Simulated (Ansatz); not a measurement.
**Ti: levels along high-symmetry lines**

```
Ti
1.0
     0.00000    2.03000    2.03000
     2.03000    0.00000    2.03000
     2.03000    2.03000    0.00000
Ti
1
Direct
  0.00000 0.00000 0.00000
```

The cell comes from COD entry 1534878, which wasn't checked; take it as a given geometry.

Computed with DFT, LDA, all-electron LAPW, scalar-relativistic in Ansatz 0.2.0.

Settings: a Γ-centred 15×15×15 k mesh, Fermi–Dirac smearing of 0.05 eV, basis error target 0.25 meV/atom, no spin polarisation.

Points in fractions of the reciprocal vectors of this cell: Γ (0, 0, 0), X (0.5, 0, 0.5), U (0.625, 0.25, 0.625), K (0.375, 0.375, 0.75), L (0.5, 0.5, 0.5), W (0.5, 0.25, 0.75). The path joins them by straight lines in the order Γ–X–U–K–Γ–L–W–X; legs that retrace an earlier one aren't tabulated. Energies are in eV from the Fermi level.

(1) List the levels at L between -8 and 1.5 eV.

(2) List the levels at U between -8 and 1.5 eV.

(3) List the levels at Γ between -8 and 1.5 eV.

(4) What is the band gap?

Results:

(1) -2.67, 0.73 (×2), 0.82.

(2) -1.83, -1.28, 0.74.

(3) -6.09, 0.86 (×3).

(4) none: bands cross the Fermi level, a metal.
